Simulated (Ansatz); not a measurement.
Relaxation of a generated cell, Te2Mo built in the marcasite structure type; 6 atoms in the cell, which starts as Pnnm (No. 58), oP6; a = 5.8591 Å, b = 7.1510 Å, c = 4.4641 Å, α = 90.00°, β = 90.00°, γ = 90.00°. All values below come from PBE (plane waves to 420 eV, PAW, scalar-relativistic; Ansatz, a program for electronic structure). Γ-centred k-mesh 4×4×5 on the run's cell (coarser than for final values), Fermi–Dirac smearing 0.05 eV. This is the first round of the run. 

The optimiser's lines from the output (shortened; P is positive under compression):

```
relax step   1: F+E_penalty+E_count = -37829.83768586 eV  Δ(F+E_penalty+E_count) = +0.000e0 eV  max|allowed force component| = 9.016e-1 eV/Å  Δτ_max = 0.0000 Å  P = -10.485 GPa  Ω = 187.040 Å³  (11 SCF iters, dr2 threshold 1.00e-7 eV, accepted)
relax step   2: F+E_penalty+E_count = -37831.40383609 eV  Δ(F+E_penalty+E_count) = -1.566e0 eV  max|allowed force component| = 6.054e-1 eV/Å  Δτ_max = 0.1000 Å  P = -6.815 GPa  Ω = 168.525 Å³  (8 SCF iters, dr2 threshold 6.00e-7 eV, accepted)
relax step   3: F+E_penalty+E_count = -37832.12635589 eV  Δ(F+E_penalty+E_count) = -7.225e-1 eV  max|allowed force component| = 3.065e-1 eV/Å  Δτ_max = 0.0598 Å  P = -2.764 GPa  Ω = 156.717 Å³  (7 SCF iters, dr2 threshold 6.00e-7 eV, accepted)
relax step   4: F+E_penalty+E_count = -37832.56585152 eV  Δ(F+E_penalty+E_count) = -4.395e-1 eV  max|allowed force component| = 9.504e-2 eV/Å  Δτ_max = 0.0579 Å  P = -0.909 GPa  Ω = 150.422 Å³  (7 SCF iters, dr2 threshold 6.00e-7 eV, accepted)
relax step   5: F+E_penalty+E_count = -37832.82768985 eV  Δ(F+E_penalty+E_count) = -2.618e-1 eV  max|allowed force component| = 6.181e-2 eV/Å  Δτ_max = 0.0399 Å  P = +0.312 GPa  Ω = 145.504 Å³  (7 SCF iters, dr2 threshold 6.00e-7 eV, accepted)
relax step   6: F+E_penalty+E_count = -37832.85688267 eV  Δ(F+E_penalty+E_count) = -2.919e-2 eV  max|allowed force component| = 5.665e-2 eV/Å  Δτ_max = 0.0242 Å  P = +0.432 GPa  Ω = 143.605 Å³  (6 SCF iters, dr2 threshold 6.00e-7 eV, accepted)
relax step   7: F+E_penalty+E_count = -37832.87077734 eV  Δ(F+E_penalty+E_count) = -1.389e-2 eV  max|allowed force component| = 2.864e-2 eV/Å  Δτ_max = 0.0163 Å  P = -0.152 GPa  Ω = 145.239 Å³  (6 SCF iters, dr2 threshold 6.00e-7 eV, accepted)
relax step   8: F+E_penalty+E_count = -37832.87186807 eV  Δ(F+E_penalty+E_count) = -1.091e-3 eV  max|allowed force component| = 5.019e-3 eV/Å  Δτ_max = 0.0054 Å  P = +0.018 GPa  Ω = 144.777 Å³  (6 SCF iters, dr2 threshold 3.64e-7 eV, accepted)
relax step   9: F+E_penalty+E_count = -37832.87187059 eV  Δ(F+E_penalty+E_count) = -2.522e-6 eV  max|allowed force component| = 2.148e-3 eV/Å  Δτ_max = 0.0004 Å  P = -0.007 GPa  Ω = 144.807 Å³  (6 SCF iters, dr2 threshold 4.26e-9 eV, accepted)
relax step  10: F+E_penalty+E_count = -37832.86811344 eV  Δ(F+E_penalty+E_count) = +3.757e-3 eV  max|allowed force component| = 1.815e-3 eV/Å  Δτ_max = 0.0000 Å  P = -0.018 GPa  Ω = 144.807 Å³  stress off target by 3.46e-2 GPa  SCF on the basis re-selected at this cell (its energy is not comparable with the rows above)  (7 SCF iters)
relax step  11: F+E_penalty+E_count = -37832.86812328 eV  Δ(F+E_penalty+E_count) = -9.834e-6 eV  max|allowed force component| = 5.395e-4 eV/Å  Δτ_max = 0.0001 Å  P = +0.001 GPa  Ω = 144.776 Å³  (6 SCF iters, dr2 threshold 2.99e-9 eV, accepted)
relax step  12: F+E_penalty+E_count = -37832.86812269 eV  Δ(F+E_penalty+E_count) = +5.853e-7 eV  max|allowed force component| = 5.388e-4 eV/Å  Δτ_max = 0.0000 Å  P = +0.001 GPa  Ω = 144.776 Å³  stress off target by 4.19e-3 GPa  SCF on the basis re-selected at this cell (its energy is not comparable with the rows above)  (9 SCF iters)
```

From the first to the last row the energy changes by -0.51 eV/atom and the volume by -22.6 %. The last row is marked as not comparable with the walk above it, whose basis was carried along; it does compare with step 1, since both stand on a basis selected at the nominal cutoff for their own cell.

Later rounds, restarted from the end of this one on a renewed k-mesh, logged 8 more steps and released under 0.01 eV/atom more. The final structure after all rounds: Pnnm (No. 58), oP6, AFLOW prototype AB2_oP6_58_a_g (as in Fe2C); a = 6.0405 Å, b = 6.8398 Å, c = 3.5046 Å, α = β = γ = 90.00°. Between re-selections the logged energies stand on a plane-wave basis carried along with the cell. No spin polarisation in the result.

The run could not lose the symmetry of its start; a randomly shaken copy of 12 atoms returns to this structure.

The relaxed structure here is a generated cell of Te2Mo: the first start was made by placing the elements on the sites of a structure type, and the end was not matched to a known phase here, so it may be hypothetical. Known forms of Te2Mo include space group No. 194.
